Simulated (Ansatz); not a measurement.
Consider the following.

Ni$_{3}$Sn:
```cif
data_Ni6Sn2
_chemical_formula_sum 'Sn2 Ni6'
_space_group_name_H-M_alt 'P63/mmc'
_space_group_IT_number 194
_space_group_name_Hall '-P 6c 2c'
_cell_length_a 5.23073
_cell_length_b 5.23073
_cell_length_c 4.19319
_cell_angle_alpha 90.000
_cell_angle_beta 90.000
_cell_angle_gamma 120.000
loop_
_atom_site_label
_atom_site_type_symbol
_atom_site_symmetry_multiplicity
_atom_site_Wyckoff_symbol
_atom_site_fract_x
_atom_site_fract_y
_atom_site_fract_z
_atom_site_occupancy
Sn1 Sn 2 c 0.33333 0.66667 0.25000 1
Ni1 Ni 6 h 0.31920 0.15960 0.25000 1
```

This is the PBEsol-relaxed structure.

**Question.** All from PBEsol in the plane-wave PAW code Ansatz, unless another level is named. Estimate the density of states at the Fermi level.

**Answer.** 0.54 states/eV per atom (mean over ±0.08 eV).

**Question.** Give the formation energy from the elements (no fitted shifts).

**Answer.** -21 kJ/mol of atoms.

**Question.** Next, the gap with spin–orbit coupling?

**Answer.** none (metallic).

Space group P6_3/mmc. The workflow started from an entry of the Crystallography Open Database (COD), which files this formula under 3 space groups. Its standing as an ambient phase is unchecked. The cell was relaxed with PBEsol under the symmetry of its start; whether a distortion lowers the energy is not shown. The workflow began spin-polarised and lost its moments. The references are the lowest solids computed at this level, not always the standard phases. Spin–orbit coupling is left out wherever it is not named.

Potentials: the later of the program's two PAW sets.
